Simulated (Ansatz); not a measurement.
**Si3N4: does the network obey its valences?**

A cell of 14 atoms, a random packing after short dynamics, relaxed. These are results of DFT PBE, scalar-relativistic, plane waves, PAW in Ansatz 0.2.0, not measurements.

Settings: cutoff 420 eV, Γ-centred mesh 5×5×4 on the computed 14-atom cell, Gaussian smearing of 0.02 eV; no spin polarisation.

```
CELL_PARAMETERS angstrom
5.17194 -0.00881 0.02467
-0.00971 4.95094 0.04186
0.03395 0.02425 5.93025
ATOMIC_POSITIONS crystal
Si 0.86221 0.73732 0.79734
Si 0.20722 0.23679 0.28979
Si 0.70348 0.40503 0.52138
Si 0.35602 0.73893 0.54168
Si 0.69626 0.23533 0.03475
Si 0.36967 0.73830 0.03909
N 0.18913 0.81988 0.79320
N 0.83378 0.37714 0.79567
N 0.36527 0.38082 0.51407
N 0.87700 0.30868 0.28182
N 0.38984 0.38399 0.06887
N 0.69239 0.76779 0.54935
N 0.67510 0.88612 0.00227
N 0.24998 0.88565 0.28818
```

Pairs within 1.2 times the summed covalent radii count as bonded, except two cations (other than C and H) that share an anion, which edge-sharing polyhedra bring close without a bond.

Question: Compare coordinations with the usual valences, and count constraints.

Answer:
```tsv
element	usual valence	atoms × bonds found
N	3	8×3
Si	4	6×4
```

14 of 14 atoms have their usual valence (8 − N for groups 14 to 17, three for boron, one for hydrogen), 0 have more bonds and 0 fewer. The mean coordination is 3.43 against 3.43 by the rule. 0 % of the bonds join like atoms. Each atom with r bonds brings r/2 stretching and 2r − 3 bending constraints (no bending for r = 1): 5.57 per atom against 3 degrees of freedom, so by Maxwell counting the network is stressed rigid: without a crystal's symmetry not all bonds and angles can be satisfied, which shows as spread in angles.

Cost: 6 runs of about 27 core-minutes in all (earlier runs that led there not counted), on Intel Xeon Processor @ 2.50GHz (Skylake/Cascade Lake) (shared hosts).